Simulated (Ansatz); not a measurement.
Input and command of a plane-wave DFT calculation in Ansatz:

```yaml
crystal:
  lattice:
    - [-2.2934210324, 2.2934210324, 7.9741682334]
    - [2.2934210324, -2.2934210324, 7.9741682334]
    - [2.2934210324, 2.2934210324, -7.9741682334]
  atoms:
    - { symbol: Ba, position: [0.4165, 0.4165, 0.0] }
    - { symbol: Ba, position: [0.1665, 0.6665, 0.5] }
    - { symbol: Ba, position: [0.3335, 0.8335, 0.5] }
    - { symbol: Ba, position: [0.5835, 0.5835, 0.0] }
    - { symbol: C, position: [0.0, 0.0, 0.0], spin: 1.0 }
    - { symbol: C, position: [0.75, 0.25, 0.5], spin: 1.0 }
basis:
  ecutwfc: 420
kpoints:
  mp_grid: { grid: [6, 6, 6] }
hamiltonian:
  xc: pbe
scf:
  occupations: { method: gaussian, width: 0.1 }
  lower_state_search: "off"
output:
  forces: true
  stress: true
  eigenvalues: true
  populations: true
magnetization:
  spin_polarized: true
```

```bash
ansatz run input.yaml --threads 1 --pin off --max-ram 2560MiB --backend cpu --events-out ev --progress --plain --runs-dir out
```

Processor: Arm Neoverse V1, 1 thread, on a host shared with other jobs.

Q: How long does it run, and how much memory does it take?

A: About 53 s on 1 thread of Arm Neoverse V1 (shared host), peak memory 0.54 GiB. It solves 31 bands at 30 k points (the mesh reduced by the symmetry that the task leaves, which can be less than the crystal's) with about 3259 plane waves, in 17 SCF iterations.
